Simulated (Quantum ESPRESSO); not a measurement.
Convergence of NMR parameters in LiCl

```xyz
2
Lattice="0.0000 2.5421 2.5421 2.5421 0.0000 2.5421 2.5421 2.5421 0.0000" Properties=species:S:1:pos:R:3 pbc="T T T"
Li     0.0000     0.0000     0.0000
Cl     2.5421     2.5421     2.5421
```
Geometry: a computed entry of the Materials Project; it was not checked against measured cells. It is LiCl in Fm-3m. Stability against distortions was not tested.

Method: σ by PBE GIPAW on JTH datasets (Quantum ESPRESSO, modified build). The cutoff rises from row to row, with the meshes as listed. Costs are rough, from a shared machine. These are absolute shieldings with no macroscopic susceptibility term; δ = σ_ref − σ needs a reference computed alike. No d partial waves on Cl: the paramagnetic term there is incompletely reconstructed.

```tsv
setting	cutoff (Ha)	k-mesh
A	13	4×4×4 through Γ
B	15	3×3×3 shifted
C	25	5×5×5 shifted
D	35	7×7×7 shifted
```

Task: From which setting on does σ_iso Cl (ppm) stay within 2 of the tightest run?

Result: From B on. Differences from the tightest run: A -27.2, B 0.5, C 0.3.

| setting | cutoff (Ha) | k-mesh | σ_iso Cl (ppm) | f-sum rule missed by (%) | rough cost ratio |
|---|---|---|---|---|---|
| A | 13 | 4×4×4 through Γ | 882.2 | 0.75 | about 1 |
| B | 15 | 3×3×3 shifted | 909.9 | 0.05 | about 1 |
| C | 25 | 5×5×5 shifted | 909.6 | 0.00 | 5 |
| D | 35 | 7×7×7 shifted | 909.3 | 0.00 | 20 |
